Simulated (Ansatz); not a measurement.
## Elastic constants of KNaF2: input and output

Level of theory: DFT PBE, scalar-relativistic, plane waves, PAW (Ansatz).

It can be run as:
```bash
ansatz run input.yaml --threads 1 --pin off --backend cpu --events-out ev --progress --plain --runs-dir out  # memory cap (--max-ram) not shown
```

Input (bare energies are in eV):
```yaml
crystal:
  lattice:
    - [1.7833161258, 1.0295980453, 5.9059455759]
    - [-1.7833161258, 1.0295980453, 5.9059455759]
    - [0.0, -2.0591960906, 5.9059455759]
  atoms:
    - { symbol: K, position: [0.5, 0.5, 0.5] }
    - { symbol: Na, position: [0.0, 0.0, 0.0] }
    - { symbol: F, position: [0.7399933331, 0.7399933331, 0.7399933331] }
    - { symbol: F, position: [0.2600066669, 0.2600066669, 0.2600066669] }
basis:
  ecutwfc: 420
kpoints:
  mp_grid: { grid: [9, 9, 9] }
hamiltonian:
  xc: pbe
scf:
  occupations: { method: fixed }
output:
  forces: true
  stress: true
  eigenvalues: true
elastic:
  mode: clamped_ion
  stencil: two_point
```

From the output:
```
--- Elastic constants: 3 strain directions × 2 members + reference (group order 12) ---
  dense FFT box of the reference and of every strained cell: 45×45×45
  strains applied: 11, 33, 23; error gains: componentwise 1.00 (the most a stress slope's error grows in a printed constant), spectral 1.41 (1 for all six strains in a standard setting)
  C = ∂σ_k/∂η_j (tension-positive GPa; Voigt order 11 22 33 23 13 12):
        60.836     19.851     23.578      3.503      0.000      0.000
        19.851     60.836     23.578     -3.503      0.000      0.000
        23.584     23.584     65.580     -0.000      0.000      0.000
         3.500     -3.500      0.000     24.325      0.000      0.000
        -0.000      0.000      0.000     -0.000     24.325      3.500
         0.000     -0.000     -0.000     -0.000      3.503     20.492
  reference stress σ⁰ (GPa):      0.002      0.002      0.002      0.000     -0.000     -0.000
  C* (energy form; C + prestress term) asymmetry max|C*_kj − C*_jk| = 5.896e-3 GPa — a small one proves nothing (zero by symmetry where the batch's group is 432, −43m or m−3m); a large one is finite-difference/SCF noise where every solve ...
  moduli (Voigt/Reuss/Hill, GPa): K = 35.70/35.56/35.63   G = 21.84/21.22/21.53   E = 53.77   ν = 0.248
  mechanically stable: yes (min eigenvalue of sym C = 18.42 GPa)
  strain η (Voigt 11):  stress-route row diagonal C_11 = 60.84 GPa, energy-path curvature d²(F+E_count+ΔE)/dδ²/Ω₀ = 61.11 GPa
         δ    σ_11 (GPa) F (eV) n_scf n_hpsi n_pw
    -2.000e-3      -0.1206       -4646.0903352       8   75645   1287
     2.000e-3       0.1228       -4646.0903180       6   61817   1293
  strain η (Voigt 33):  stress-route row diagonal C_33 = 65.58 GPa, energy-path curvature d²(F+E_count+ΔE)/dδ²/Ω₀ = 65.69 GPa
         δ    σ_33 (GPa) F (eV) n_scf n_hpsi n_pw
    -2.000e-3      -0.1301       -4646.0903332       8   31238   1288
     2.000e-3       0.1323       -4646.0903456       7   30674   1293
  strain η (Voigt 23):  stress-route row diagonal C_44 = 24.32 GPa, energy-path curvature d²(F+E_count+ΔE)/dδ²/Ω₀ = 24.40 GPa
         δ    σ_23 (GPa) F (eV) n_scf n_hpsi n_pw
    -2.000e-3      -0.0485       -4646.0903707       7   69262   1291
     2.000e-3       0.0488       -4646.0903606       5   59913   1290
```

This structure is a trial: an element of a database structure was replaced and the cell relaxed, so another structure or a mixture of phases may lie lower.

Clamped-ion constants are upper bounds: once the atoms relax, a strain can turn out softer or unstable.